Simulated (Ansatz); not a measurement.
Input and command of a calculation in Ansatz (plane waves; scalar-relativistic PAW potentials unless the input names others):

```yaml
crystal:
  lattice:
    - [4.94479988, -0.02744718, -0.0118704]
    - [-0.03680231, 6.72038398, -0.04063029]
    - [-0.01055123, -0.02693459, 4.46904881]
  atoms:
    - { symbol: "Y", position: [0.0485733322, 0.2557817815, 0.6439633906] }
    - { symbol: "Y", position: [0.9629973441, 0.7568949856, 0.3799784459] }
    - { symbol: "Y", position: [0.4666702198, 0.7483083051, 0.1364885439] }
    - { symbol: "Y", position: [0.5382395261, 0.2534615642, 0.8644517082] }
    - { symbol: "Y", position: [0.1704283778, 0.0665294539, 0.1547168305] }
    - { symbol: "Y", position: [0.8327287859, 0.9304040234, 0.8427815958] }
    - { symbol: "Y", position: [0.321672424, 0.9293669092, 0.6757592944] }
    - { symbol: "Y", position: [0.8283627039, 0.5692749402, 0.8173790668] }
    - { symbol: "Y", position: [0.6754345576, 0.0620276485, 0.3245567435] }
    - { symbol: "Y", position: [0.1652461012, 0.4360232021, 0.1746806775] }
    - { symbol: "Y", position: [0.6612741406, 0.4367580418, 0.3061117652] }
    - { symbol: "Y", position: [0.3309915772, 0.5733358418, 0.6641067726] }
    - { symbol: Rh, position: [0.3809100554, 0.2529622901, 0.4520880443] }
    - { symbol: Rh, position: [0.6161549983, 0.7491494621, 0.5744858691] }
    - { symbol: Rh, position: [0.1162095045, 0.7364966685, 0.9312672786] }
    - { symbol: Rh, position: [0.884104954, 0.2432259242, 0.0571855455] }
basis:
  ecutwfc: 420
kpoints:
  mp_grid: { grid: [6, 4, 6] }
hamiltonian:
  xc: pbe
scf:
  occupations: { method: gaussian, width: 0.1 }
  max_iter: 75
output:
  forces: true
  eigenvalues: true
  stress: true
```

```bash
ansatz run input.yaml --threads 4 --pin off --max-ram 7168MiB --backend cpu --events-out ev --progress --plain --runs-dir out
```

Abridged log:
```
Pseudopotentials: kind: paw
Pseudopotential: Y, paw, valence charge 11, recommended cutoff 420 eV (normal)
Pseudopotential: Rh, paw, valence charge 17, recommended cutoff 420 eV (normal)
Functional definition: PBE
Crystal: 16 atoms, lattice volume = 148.500 Å³
Basis set: ecut = 420 eV, 2885 PW (Γ), exchange–correlation on 72×90×60 points (8 copies of the dense FFT grid, shifted against one another)
Bands: 120, of which v1, the nominal top of the filled ones, is band 100 counted from 1 (99 counted from 0)
Symmetry: 1 space group operations
Space group: P1 (ITA 1), of the structure as read, at distance tolerance 5.3e-5 Å
k-points: 76 of 144 (time reversal used)
Initial density: superposition of atomic densities (neutral atoms: chi_scale 0, normalization atom), corrected by the library's trained network
Initial wavefunctions: pseudopotential atomic-orbital guess
Functional: x = pbe(κ = 0.804, μ = 0.21951497), c = pbe(β = 0.06672455)
SCF iter   1: F=—  HF=-71617.268801 eV  |F-HF|=—  |Δ(HF+E_count)|=         —  Δρ=1.33e-1  dr2=3.28e1  ethr=1.77e-3  ⟨swp⟩=6.1  Hψ=37730  notcnv=0  defer=114
SCF iter   2: F=—  HF=-71610.677907 eV  |F-HF|=—  |Δ(HF+E_count)|=    6.59e0  Δρ=4.68e-2  dr2=3.08e0  ethr=1.77e-3  ⟨swp⟩=3.0  Hψ=19013  notcnv=0  defer=867
SCF iter   3: F=—  HF=-71610.620260 eV  |F-HF|=—  |Δ(HF+E_count)|=   5.76e-2  Δρ=2.27e-2  dr2=5.43e-1  ethr=1.54e-3  ⟨swp⟩=2.9  Hψ=17702  notcnv=0  defer=871
SCF iter   4: F=—  HF=-71610.600683 eV  |F-HF|=—  |Δ(HF+E_count)|=   1.96e-2  Δρ=2.55e-3  dr2=7.29e-3  ethr=2.72e-4  ⟨swp⟩=2.0  Hψ=16641  notcnv=0  defer=863
SCF iter   5: F=—  HF=-71610.601379 eV  |F-HF|=—  |Δ(HF+E_count)|=   6.96e-4  Δρ=8.49e-4  dr2=1.17e-3  ethr=3.64e-6  ⟨swp⟩=2.0  Hψ=15870  notcnv=0  defer=863
SCF iter   6: F=—  HF=-71610.601191 eV  |F-HF|=—  |Δ(HF+E_count)|=   1.88e-4  Δρ=2.07e-4  dr2=6.61e-5  ethr=5.86e-7  ⟨swp⟩=2.0  Hψ=15338  notcnv=0  defer=863
SCF iter   7: F=—  HF=-71610.601179 eV  |F-HF|=—  |Δ(HF+E_count)|=   1.24e-5  Δρ=5.36e-5  dr2=3.65e-6  ethr=3.31e-8  ⟨swp⟩=2.0  Hψ=16276  notcnv=0  defer=863
SCF iter   8: F=—  HF=-71610.601179 eV  |F-HF|=—  |Δ(HF+E_count)|=   1.04e-7  Δρ=1.87e-5  dr2=2.88e-7  ethr=1.83e-9  ⟨swp⟩=2.0  Hψ=15477  notcnv=0  defer=863
SCF iter   9: F=-71610.601179 eV  HF=-71610.601179 eV  |F-HF|=6.55e-9  |Δ(HF+E_count)|=   5.03e-8  Δρ=5.37e-6  dr2=1.89e-8  ethr=5.00e-11  ⟨swp⟩=12.4  Hψ=42427  notcnv=0
SCF 1 converged in 9 iterations: F = -71610.601179 eV  dr2 = 1.89e-8
SCF converged after 9 iterations
Free energy (F): -71610.601179 eV
Harris-Foulkes:  -71610.601179 eV  (|F-HF|=6.55e-9)
Internal energy: -71610.564448 eV  (E = F + TS)
E sigma→0 (E₀):  -71610.582813 eV
Entropy (-TS):   -0.036731 eV (-2.296 meV/atom)
Fermi energy:    36.539184 eV
--- Forces (eV/Å), atoms counted from 1 ---
  atom   1  Y    -15.53627913    -0.06103367    -0.59247911
  atom   2  Y     13.06413649     0.81854221    -5.25645989
  atom   3  Y      9.81265554     0.86953897     0.61236099
  atom   4  Y    -10.84593254     0.10143288     1.10478046
  atom   5  Y     10.29304686   -16.51064747    -0.52902099
  atom   6  Y     -5.17685722    17.11785134     3.64604283
  atom   7  Y     -4.49222206    19.28676164    -5.65690057
  atom   8  Y     -7.05096896   -24.20793070     4.80928287
  atom   9  Y      1.32105064   -14.17005092     6.65981046
  atom  10  Y      5.29391872    14.69876357    -1.89693621
  atom  11  Y      5.25964708    15.87037576     2.78182958
  atom  12  Y     -6.44212191   -22.09995380    -5.45894455
  atom  13  Rh     5.88027586    -3.92872238    -3.44287441
  atom  14  Rh    -1.02977978     4.76777119    -6.67806900
  atom  15  Rh     0.04978069     4.00996737    10.90465963
  atom  16  Rh    -0.40032801     3.43739985    -1.00712908
--- Stress (GPa, compression-positive) ---
      586.713455       5.156707      -3.026700
        5.156701     502.754316      -1.622825
       -3.026696      -1.622825     473.158507
  P = ⅓ Tr σ = 520.8754 GPa (5208.754 kbar)
```

Q: The run was meant for a cell not far from equilibrium. What should be changed?

A: The fault is a lattice far too small (lattice vectors times 0.700). Setting it back cures it. The run converged all the same, with an energy at zero smearing 12.0 eV/atom above the reference's, pressure 520.88 GPa, largest force 25.668 eV/Å, no gap on the mesh, so convergence alone doesn't show that an input is right. A reference run of the cell with lattice vectors 7.0640 -0.0392 -0.0170; -0.0526 9.6005 -0.0580; -0.0151 -0.0385 6.3844 Å and the atoms in their places converged with pressure 1.09 GPa, largest force 0.934 eV/Å, no gap on the mesh.

The run took 49 s on 4 threads of Intel(R) Xeon(R) Platinum 8488C (Sapphire Rapids), with other jobs on the host, peak memory 1.3 GiB.